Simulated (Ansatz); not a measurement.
The calculation used DFT PBE, scalar-relativistic, plane waves, PAW (Ansatz). Settings: cutoff 420 eV, Γ-centred meshes spaced at most about 0.3 Å⁻¹, and about 0.25 Å⁻¹ or finer for metals (2π included), Gaussian smearing. No spin polarisation in the final relaxations.

All energies are static (0 K, no zero-point motion). All come from trial cells, and lower structures may exist.

Question: Which of these relaxed structures of Sn3As is the lowest in energy?
A.

Space group P6_3/mmc (No. 194). a = 6.648 Å, b = 6.648 Å, c = 5.365 Å, α = 90.00°, β = 90.00°, γ = 120.00°
| atom | site | symmetry | x | y | z |
| --- | --- | --- | --- | --- | --- |
| Sn | 6h | mm2 | 0.3416 | 0.1708 | 0.7500 |
| As | 2d | -6m2 | 0.6667 | 0.3333 | 0.2500 |

B.

Space group Im-3m (No. 229). a = 6.002 Å, b = 6.002 Å, c = 6.002 Å, α = 90.00°, β = 90.00°, γ = 90.00°
| atom | site | symmetry | x | y | z |
| --- | --- | --- | --- | --- | --- |
| Sn | 6b | 4/mm.m | 0.5000 | 0.0000 | 0.0000 |
| As | 2a | m-3m | 0.0000 | 0.0000 | 0.0000 |

C.

Space group Fm-3m (No. 225). a = 7.415 Å, b = 7.415 Å, c = 7.415 Å, α = 90.00°, β = 90.00°, γ = 90.00°
```
atom  site  symmetry       x       y       z
  Sn    4a      m-3m  0.0000  0.0000  0.0000
  Sn    8c      -43m  0.2500  0.7500  0.7500
  As    4b      m-3m  0.5000  0.0000  0.0000
```

Answer: B. It has space group Im-3m (No. 229); the next, A, with the Ni3Sn (D0_19) type, space group P6_3/mmc (No. 194), lies 89 meV/atom higher. Counting Sn atoms around As (those within 1.25 times the shortest such distance or 1.15 times the sum of covalent radii, 1.27 where that leaves under three; the shortest distance is added where it exceeds 1.18 times the sum of covalent radii), the lowest has As 6 and the next has As 12 from 3.3 Å. Even the lowest lies +0.05 eV/atom against the elements.

In Im-3m, Fm-3m an odd number of electrons in the primitive cell allows no gap without spin; a larger cell or a magnetic state could open one. A magnetic state wasn't ruled out in cells without spin, among them Im-3m, Fm-3m. Cells relaxed within their symmetry can be saddle points. Some candidate types were left out of the draw beforehand, so a known form may be missing.
